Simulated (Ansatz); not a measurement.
BaTiO$_{3}$:
```xyz
5
Lattice="3.9719 0.0000 0.0000 0.0000 3.9719 0.0000 0.0000 0.0000 4.1141" Properties=species:S:1:pos:R:3 pbc="T T T"
Ti     1.9859     1.9859     1.8613
Ba     0.0000     0.0000     3.8439
O      1.9859     1.9859     3.6824
O      1.9859     0.0000     1.6953
O      0.0000     1.9859     1.6953
```

Relaxed with r²SCAN. Special points in fractions of this cell's reciprocal vectors: Γ (0.000, 0.000, 0.000); X (0.000, 0.500, 0.000); M (0.500, 0.500, 0.000); Z (0.000, 0.000, 0.500); R (0.000, 0.500, 0.500); A (0.500, 0.500, 0.500).

Problem. List the band energies nearest the valence-band maximum at these points for DFT-r²SCAN in the program Ansatz with PAW potentials.

Solution. In eV from the valence-band maximum; about four levels below and three above (degenerate sets whole), none deeper than 8.9 eV; points with the same levels are listed once.

| k | below | above |
|---|---|---|
| Γ | -1.34 -0.70 -0.48 -0.48 | 2.23 2.72 2.72 |
| X | -1.94 -1.69 -1.38 -1.18 | 2.79 3.90 3.99 |
| M | -1.99 -1.10 -1.10 -0.04 | 4.02 4.02 4.40 |
| Z | -2.00 -1.98 -0.72 -0.72 | 2.33 3.90 3.90 |
| R | -1.84 -1.07 -1.01 -0.39 | 3.93 3.94 4.27 |
| A | -2.54 -2.54 -0.35 -0.35 0.00 | 4.51 4.51 4.58 |

Space group P4mm. The cell was relaxed with r²SCAN under the symmetry of its start. At this level the phase is dynamically unstable (imaginary phonons). The run is not spin-polarised. Spin–orbit coupling is left out wherever it is not named.

Potentials: the later of the program's two PAW sets.
